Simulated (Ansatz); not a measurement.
## Lu (hcp, Mg type), energy over volume and axial ratio

Lu (hcp, Mg type)

```cif
data_Lu2
_chemical_formula_sum 'Lu2'
_space_group_name_H-M_alt 'P63/mmc'
_space_group_IT_number 194
_space_group_name_Hall '-P 6c 2c'
_cell_length_a 3.50707
_cell_length_b 3.50707
_cell_length_c 5.46215
_cell_angle_alpha 90.000
_cell_angle_beta 90.000
_cell_angle_gamma 120.000
loop_
_atom_site_label
_atom_site_type_symbol
_atom_site_symmetry_multiplicity
_atom_site_Wyckoff_symbol
_atom_site_fract_x
_atom_site_fract_y
_atom_site_fract_z
_atom_site_occupancy
Lu1 Lu 2 d 0.66667 0.33333 0.25000 1
```

Grid over V/V₀ and (c/a)/(c/a)₀, subscript 0 meaning the relaxed cell; the conventional c axis lies along z; no internal relaxation.

Method: PBE (plane waves to 420 eV, PAW, scalar-relativistic; Ansatz, a quantum-chemistry and plane-wave program). k mesh 15×15×9 (Γ-centred), Fermi-Dirac smearing 0.05 eV. The energy includes the smearing's −TS. Stress and pressure are positive under compression. With partly filled bands, the response to shear is sensitive to the k mesh, so small differences along c/a are uncertain. Lu is run without spin polarisation. Lu was relaxed with its symmetry unable to fall. The PAW data are Ansatz's earlier set. The zero of ΔE is the relaxed starting cell.

ΔE (eV/atom), with V/V₀ across and (c/a)/(c/a)₀ down:

| (c/a)/(c/a)₀ \ V/V₀ | 0.960 | 0.973 | 0.987 | 1.000 | 1.013 | 1.027 | 1.040 |
|---|---|---|---|---|---|---|---|
| 0.960 | 0.015 | 0.011 | 0.008 | 0.008 | 0.008 | 0.011 | 0.014 |
| 0.973 | 0.010 | 0.006 | 0.004 | 0.003 | 0.004 | 0.006 | 0.010 |
| 0.987 | 0.008 | 0.004 | 0.002 | 0.001 | 0.002 | 0.004 | 0.007 |
| 1.000 | 0.007 | 0.003 | 0.001 | 0.000 | 0.001 | 0.003 | 0.006 |
| 1.013 | 0.008 | 0.004 | 0.002 | 0.001 | 0.001 | 0.004 | 0.007 |
| 1.027 | 0.011 | 0.007 | 0.004 | 0.003 | 0.004 | 0.006 | 0.009 |
| 1.040 | 0.015 | 0.010 | 0.008 | 0.007 | 0.007 | 0.009 | 0.012 |

σzz − σxx (GPa), with V/V₀ across and (c/a)/(c/a)₀ down:

```csv
(c/a)/(c/a)₀ \ V/V₀,0.960,0.973,0.987,1.000,1.013,1.027,1.040
0.960,3.3,3.2,3.2,3.1,3.0,3.0,2.9
0.973,2.1,2.1,2.1,2.0,2.0,2.0,2.0
0.987,1.0,1.0,1.0,1.0,1.0,1.0,1.0
1.000,-0.1,-0.1,0.0,0.0,0.0,0.1,0.1
1.013,-1.2,-1.1,-1.0,-1.0,-0.9,-0.9,-0.8
1.027,-2.2,-2.1,-2.0,-1.9,-1.8,-1.7,-1.6
1.040,-3.1,-3.0,-2.8,-2.7,-2.6,-2.5,-2.4
```

Summary:

| Property | Value |
|---|---|
| Modulus against c/a change at fixed volume, (3/4V)·∂²E/∂(ln c/a)² (fit, atoms clamped) | 38 GPa |
| Lowest place on the grid | V/V₀ = 1.000, (c/a)/(c/a)₀ = 1.000 (0 meV/atom) |
| Highest place on the grid | V/V₀ = 0.960, (c/a)/(c/a)₀ = 0.960 (15 meV/atom) |

(Under strain, the slope of the energy per volume gives the stress and its curvature an elastic modulus.)
